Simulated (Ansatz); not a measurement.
# Strain response of FeNi

The calculation used DFT PBEsol, scalar-relativistic, plane waves, PAW in Ansatz. (420 eV cutoff, 16×16×12 k-mesh, Gaussian smearing of 0.10 eV, collinear spin)

Reference structure (relaxed):

```
CELL_PARAMETERS angstrom
2.46814 0.00000 0.00000
0.00000 2.46814 0.00000
0.00000 0.00000 3.53293
ATOMIC_POSITIONS crystal
Fe 0.00000 0.00000 0.00000
Ni 0.50000 0.50000 0.50000
```

Deformation: biaxial strain in the a-b plane, with the length and tilt of c and the atoms relaxed, all within the symmetry that the strain leaves. Energies are extrapolated to zero smearing.

```csv
strain (%),ΔE (meV/atom),a (Å),b (Å),c (Å),moment (μB/cell)
-3.0,19.3,2.394,2.394,3.633,2.99
-2.0,8.1,2.419,2.419,3.599,3.04
-1.0,1.9,2.443,2.443,3.566,3.09
+0.0,0.0,2.468,2.468,3.533,3.15
+1.0,1.7,2.493,2.493,3.500,3.21
+2.0,7.0,2.518,2.518,3.465,3.25
+3.0,15.6,2.542,2.542,3.429,3.29
```

Problem. What stiffness (1/V) d²E/dε² at zero strain does a cubic fit over all points give?

Solution. A cubic fit gives (1/V) d²E/dε² = 582 GPa at zero strain (twice the biaxial modulus).

Problem. How does the free axis c answer a small strain?

Solution. Between the innermost points its strain is -0.94 times the applied one.